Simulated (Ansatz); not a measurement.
Question: Name crystals whose computed values (r²SCAN (plane waves, PAW; program Ansatz)) fall in these windows: B₀ by P(V) fit (GPa) 47 to 60; G_Hill (GPa) 33 to 42; gap (eV) 2.2 to 2.9.

Answer: 

```
crystal          B₀ by P(V) fit (GPa)  G_Hill (GPa)  gap (eV)
---------------  --------------------  ------------  --------
CaSe, rock salt                  52.0          36.1      2.52
```
Others may fit too.

The cell was relaxed under the symmetry of its start. Scalar-relativistic: spin–orbit coupling is off unless named, which matters more the heavier the elements.

Potentials: the later of the program's two PAW sets.
